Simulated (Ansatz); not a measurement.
# Step by step: CsO, 15 steps of 2.0 fs from 500 K

Theory: DFT, LDA, all-electron LAPW, scalar-relativistic in Ansatz 0.2.0.

Command: `ansatz run input.yaml --threads 2 --pin off --max-ram 6144MiB --backend cpu --events-out ev --progress --plain --runs-dir out` The run took 30 min on 2 threads of Intel(R) Xeon(R) 6975P-C (Granite Rapids) (shared host), peak memory 1.7 GiB.

```yaml
crystal:
  lattice:
    - [-2.161, 3.215, 3.7585]
    - [2.161, -3.215, 3.7585]
    - [2.161, 3.215, -3.7585]
  atoms:
    - { symbol: Cs, position: [0.75, 0.75, 0.0] }
    - { symbol: Cs, position: [0.25, 0.25, 0.0] }
    - { symbol: O, position: [0.62, 0.0, 0.62] }
    - { symbol: O, position: [0.38, 0.0, 0.38] }
kpoints:
  mp_grid: { grid: [4, 5, 5] }
scf:
  occupations: { method: fermi_dirac, width: 0.08 }
hamiltonian:
  xc: lda
  pseudopotentials: { kind: all_electron, lapw: { basis_error: 0.001 } }
output:
  forces: true
  stress: true
md:
  timestep: 2.0
  n_steps: 15
  ensemble: nve
  temperature: 500
  initial_velocities: maxwell_boltzmann
  seed: 666666
```

Spin–orbit coupling is left out, though it moves levels of the heavy atoms by tenths of an eV or more.

The cell comes from COD entry 9008991, which wasn't checked; take it as a given geometry.

Each frame lists Cartesian positions (Å) and forces (eV/Å). Free energies count from the first step, -427511.5475 eV.

Step 0 (t = 0.0 fs): E = 0.0 meV, T = 500 K, conserved energy 0.0 meV

```
Cs    0.0000    0.0000    5.6377     0.000   0.000  -0.262
Cs    0.0000    0.0000    1.8793     0.000   0.000   0.262
O     0.0000    3.9866    0.0000     0.000  -1.292   0.000
O     0.0000    2.4434    0.0000     0.000   1.292   0.000
```

Step 1 (t = 2.0 fs): E = -32.4 meV, T = 581 K, conserved energy -0.8 meV

```
Cs   -0.0036   -0.0017    5.6399     0.007   0.002  -0.270
Cs    0.0034    0.0021    1.8779    -0.005  -0.006   0.262
O    -0.0070    3.9689   -0.0086     0.030  -0.800   0.014
O     0.0083    2.4576    0.0016    -0.032   0.804  -0.006
```

Step 2 (t = 4.0 fs):

```
Cs   -0.0071   -0.0034    5.6420
Cs    0.0068    0.0042    1.8767
O    -0.0140    3.9492   -0.0172
O     0.0165    2.4737    0.0032
```

Step 3 (t = 6.0 fs): E = -36.8 meV, T = 591 K, conserved energy -1.7 meV

```
Cs   -0.0107   -0.0050    5.6440     0.021   0.004  -0.281
Cs    0.0103    0.0063    1.8755    -0.018  -0.015   0.257
O    -0.0208    3.9292   -0.0258     0.051   0.668   0.012
O     0.0246    2.4902    0.0047    -0.055  -0.657   0.013
```

Step 4 (t = 8.0 fs): E = +1.1 meV, T = 495 K, conserved energy -0.9 meV

```
Cs   -0.0143   -0.0067    5.6460     0.029   0.004  -0.285
Cs    0.0137    0.0084    1.8744    -0.025  -0.018   0.252
O    -0.0275    3.9108   -0.0343     0.034   1.543  -0.010
O     0.0325    2.5051    0.0063    -0.038  -1.528   0.043
```

Step 5 (t = 10.0 fs): E = +51.7 meV, T = 369 K, conserved energy +0.8 meV

```
Cs   -0.0178   -0.0084    5.6478     0.037   0.003  -0.287
Cs    0.0171    0.0105    1.8733    -0.033  -0.021   0.246
O    -0.0341    3.8962   -0.0429     0.005   2.318  -0.042
O     0.0404    2.5163    0.0080    -0.009  -2.300   0.083
```

Step 6 (t = 12.0 fs): E = +89.4 meV, T = 275 K, conserved energy +2.2 meV

```
Cs   -0.0214   -0.0101    5.6496     0.046   0.002  -0.290
Cs    0.0205    0.0126    1.8724    -0.042  -0.024   0.241
O    -0.0407    3.8871   -0.0515    -0.022   2.779  -0.072
O     0.0482    2.5219    0.0100     0.018  -2.758   0.121
```

Step 7 (t = 14.0 fs): E = +93.1 meV, T = 266 K, conserved energy +2.1 meV

```
Cs   -0.0249   -0.0117    5.6513     0.055   0.002  -0.295
Cs    0.0238    0.0147    1.8715    -0.052  -0.028   0.237
O    -0.0474    3.8847   -0.0603    -0.023   2.773  -0.083
O     0.0561    2.5209    0.0121     0.021  -2.747   0.141
```

Step 8 (t = 16.0 fs): E = +63.1 meV, T = 339 K, conserved energy +0.7 meV

```
Cs   -0.0284   -0.0134    5.6529     0.064   0.005  -0.300
Cs    0.0272    0.0167    1.8707    -0.063  -0.035   0.234
O    -0.0541    3.8891   -0.0694     0.015   2.303  -0.063
O     0.0640    2.5133    0.0147    -0.015  -2.273   0.129
```

Step 9 (t = 18.0 fs): E = +20.9 meV, T = 444 K, conserved energy -0.9 meV

```
Cs   -0.0319   -0.0151    5.6544     0.073   0.009  -0.306
Cs    0.0306    0.0188    1.8699    -0.075  -0.045   0.231
O    -0.0608    3.8989   -0.0785     0.089   1.534  -0.012
O     0.0719    2.5002    0.0175    -0.087  -1.498   0.087
```

Step 10 (t = 20.0 fs): E = -8.4 meV, T = 518 K, conserved energy -1.6 meV

```
Cs   -0.0354   -0.0167    5.6558     0.083   0.015  -0.311
Cs    0.0339    0.0208    1.8692    -0.088  -0.057   0.227
O    -0.0672    3.9125   -0.0877     0.184   0.678   0.059
O     0.0796    2.4835    0.0206    -0.179  -0.636   0.025
```

Step 11 (t = 22.0 fs): E = -11.5 meV, T = 526 K, conserved energy -1.4 meV

```
Cs   -0.0388   -0.0184    5.6572     0.093   0.022  -0.315
Cs    0.0372    0.0229    1.8686    -0.101  -0.070   0.222
O    -0.0732    3.9277   -0.0968     0.281  -0.106   0.135
O     0.0869    2.4652    0.0237    -0.272   0.154  -0.042
```

Step 12 (t = 24.0 fs): E = +10.6 meV, T = 471 K, conserved energy -0.7 meV

```
Cs   -0.0422   -0.0201    5.6584     0.102   0.030  -0.318
Cs    0.0404    0.0249    1.8681    -0.115  -0.084   0.216
O    -0.0786    3.9427   -0.1055     0.368  -0.739   0.208
O     0.0935    2.4473    0.0267    -0.356   0.794  -0.106
```

Step 13 (t = 26.0 fs): E = +47.9 meV, T = 377 K, conserved energy +0.1 meV

```
Cs   -0.0456   -0.0217    5.6596     0.111   0.037  -0.320
Cs    0.0437    0.0269    1.8676    -0.128  -0.098   0.210
O    -0.0830    3.9559   -0.1138     0.439  -1.207   0.270
O     0.0992    2.4314    0.0295    -0.423   1.268  -0.160
```

Step 14 (t = 28.0 fs): E = +88.4 meV, T = 274 K, conserved energy +0.8 meV

```
Cs   -0.0490   -0.0234    5.6606     0.120   0.044  -0.322
Cs    0.0469    0.0288    1.8671    -0.140  -0.111   0.203
O    -0.0864    3.9661   -0.1214     0.493  -1.524   0.321
O     0.1039    2.4185    0.0319    -0.473   1.591  -0.203
```

Step 15 (t = 30.0 fs): E = +121.6 meV, T = 190 K, conserved energy +1.2 meV

```
Cs   -0.0523   -0.0250    5.6616     0.128   0.050  -0.323
Cs    0.0500    0.0307    1.8668    -0.152  -0.122   0.197
O    -0.0887    3.9727   -0.1282     0.530  -1.715   0.360
O     0.1075    2.4094    0.0337    -0.506   1.787  -0.234
```

Give the energy and forces of step 2.

E = -47.8 meV, T = 619 K, conserved energy -1.5 meV
```
Cs   -0.0071   -0.0034    5.6420     0.014   0.004  -0.277
Cs    0.0068    0.0042    1.8767    -0.011  -0.011   0.260
O    -0.0140    3.9492   -0.0172     0.049  -0.140   0.019
O     0.0165    2.4737    0.0032    -0.051   0.148  -0.003
```

What is the mean temperature over the last 8 frames?

392 K; so short a run of so small a cell isn't equilibrated.
